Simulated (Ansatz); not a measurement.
PbS:
```cif
data_Pb4S4
_chemical_formula_sum 'Pb4 S4'
_space_group_name_H-M_alt 'Fm-3m'
_space_group_IT_number 225
_space_group_name_Hall '-F 4 2 3'
_cell_length_a 5.97427
_cell_length_b 5.97427
_cell_length_c 5.97427
_cell_angle_alpha 90.000
_cell_angle_beta 90.000
_cell_angle_gamma 90.000
loop_
_atom_site_label
_atom_site_type_symbol
_atom_site_symmetry_multiplicity
_atom_site_Wyckoff_symbol
_atom_site_fract_x
_atom_site_fract_y
_atom_site_fract_z
_atom_site_occupancy
Pb1 Pb 4 a 0.00000 0.00000 0.00000 1
S1 S 4 b 0.50000 0.50000 0.50000 1
```
(The calculation used a cell of 2 atoms; values per cell refer to that cell.)

Relaxed with r²SCAN.

Which orbitals make up the states near the band edges in the program Ansatz at the r²SCAN level (PAW)?

Top 1 eV of the valence band: S 3p 69 %, Pb 6s 20 %, Pb 6p 9 %. Bottom 1 eV of the conduction band: Pb 6p 70 %, S 3s 15 %, S 3p 9 %. Projections are on Löwdin-orthogonalised atomic valence shells; empty p or d shells of many metals are not among them.

Tabulate the density of states.

States/eV per cell of 2 atoms, in 0.25 eV bins, energy from the valence-band maximum.

| E (eV) | total | S 3p | Pb 6p | Pb 6s |
|---|---|---|---|---|
| -7.85 | 1.22 | 0.18 | 0.02 | 0.90 |
| -7.60 | 0.89 | 0.11 | 0.01 | 0.65 |
| -7.35 | 0.37 | 0.05 | 0.00 | 0.25 |
| -7.10 | 0.20 | 0.03 | 0.00 | 0.13 |
| -6.85 | 0.14 | 0.02 | 0.00 | 0.09 |
| -6.60 | 0.08 | 0.01 | 0.00 | 0.05 |
| -6.35 | 0.04 | 0.00 | 0.00 | 0.03 |
| -6.10 | 0.00 | 0.00 | 0.00 | 0.00 |
| -5.85 | 0.00 | 0.00 | 0.00 | 0.00 |
| -5.60 | 0.00 | 0.00 | 0.00 | 0.00 |
| -5.35 | 0.00 | 0.00 | 0.00 | 0.00 |
| -5.10 | 0.10 | 0.05 | 0.04 | 0.00 |
| -4.85 | 0.34 | 0.19 | 0.14 | 0.01 |
| -4.60 | 0.51 | 0.29 | 0.20 | 0.01 |
| -4.35 | 0.74 | 0.44 | 0.28 | 0.02 |
| -4.10 | 0.84 | 0.51 | 0.29 | 0.02 |
| -3.85 | 1.07 | 0.68 | 0.35 | 0.02 |
| -3.60 | 1.39 | 0.93 | 0.41 | 0.03 |
| -3.35 | 1.85 | 1.29 | 0.49 | 0.03 |
| -3.10 | 1.89 | 1.36 | 0.45 | 0.04 |
| -2.85 | 1.92 | 1.43 | 0.40 | 0.04 |
| -2.60 | 2.01 | 1.56 | 0.36 | 0.05 |
| -2.35 | 2.11 | 1.70 | 0.30 | 0.06 |
| -2.10 | 2.19 | 1.84 | 0.23 | 0.07 |
| -1.85 | 1.38 | 1.13 | 0.13 | 0.08 |
| -1.60 | 0.82 | 0.57 | 0.12 | 0.12 |
| -1.35 | 1.25 | 0.90 | 0.14 | 0.19 |
| -1.10 | 1.76 | 1.30 | 0.14 | 0.28 |
| -0.85 | 1.14 | 0.79 | 0.10 | 0.22 |
| -0.60 | 0.57 | 0.38 | 0.05 | 0.12 |
| -0.35 | 0.13 | 0.08 | 0.01 | 0.03 |
| -0.10 | 0.01 | 0.01 | 0.00 | 0.00 |
| 0.15 | 0.00 | 0.00 | 0.00 | 0.00 |
| 0.40 | 0.00 | 0.00 | 0.00 | 0.00 |
| 0.65 | 0.00 | 0.00 | 0.00 | 0.00 |
| 0.90 | 0.04 | 0.00 | 0.03 | 0.00 |
| 1.15 | 0.19 | 0.02 | 0.13 | 0.00 |
| 1.40 | 0.33 | 0.03 | 0.23 | 0.01 |
| 1.65 | 0.71 | 0.07 | 0.50 | 0.01 |
| 1.90 | 0.93 | 0.09 | 0.67 | 0.01 |
| 2.15 | 1.02 | 0.10 | 0.75 | 0.02 |
| 2.40 | 1.34 | 0.12 | 1.03 | 0.02 |
| 2.65 | 1.39 | 0.13 | 1.11 | 0.01 |
| 2.90 | 1.46 | 0.17 | 1.15 | 0.01 |
| 3.15 | 1.36 | 0.19 | 1.04 | 0.01 |
| 3.40 | 1.33 | 0.22 | 0.99 | 0.01 |
| 3.65 | 1.38 | 0.25 | 0.98 | 0.01 |
| 3.90 | 1.52 | 0.30 | 1.04 | 0.01 |
| 4.15 | 1.84 | 0.36 | 1.13 | 0.01 |
| 4.40 | 2.58 | 0.53 | 1.48 | 0.01 |
| 4.65 | 2.83 | 0.64 | 1.59 | 0.01 |
| 4.90 | 1.68 | 0.44 | 1.01 | 0.00 |
| 5.15 | 1.08 | 0.32 | 0.65 | 0.00 |
| 5.40 | 0.59 | 0.20 | 0.35 | 0.00 |

The cell was relaxed with r²SCAN under the symmetry of its start. Spin–orbit coupling is left out wherever it is not named.

Potentials: the later of the program's two PAW sets.
